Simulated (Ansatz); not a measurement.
Input and command of a plane-wave DFT calculation in Ansatz:

```yaml
crystal:
  lattice:
    - [-1.58422, 1.58422, 1.6317466]
    - [1.58422, -1.58422, 1.6317466]
    - [1.58422, 1.58422, -1.6317466]
  atoms:
    - { symbol: Pt, position: [0.0, 0.0, 0.0] }
basis:
  ecutwfc: 500
kpoints:
  mp_grid: { grid: [22, 22, 22] }
hamiltonian:
  xc: r2scan
scf:
  occupations: { method: gaussian, width: 0.15 }
output:
  forces: true
  stress: true
  eigenvalues: true
  write_density: true
  write_potential: true
  elf: true
  volumetric_format: npy
```

```bash
ansatz run input.yaml --threads 1 --pin off --max-ram 2560MiB --backend cpu --events-out ev --progress --plain --runs-dir out
```

Processor: Intel(R) Xeon(R) Processor @ 2.50GHz (Skylake/Cascade Lake), 1 thread, on a host shared with other jobs.

Problem. How long does it run, and how much memory does it take?

Solution. About 65 s on 1 thread of Intel(R) Xeon(R) Processor @ 2.50GHz (Skylake/Cascade Lake), on a shared host, peak memory 0.54 GiB. It solves 13 bands at 834 k points (the mesh reduced by the symmetry that the task leaves, which can be less than the crystal's) with about 397 plane waves, in 6 SCF iterations.
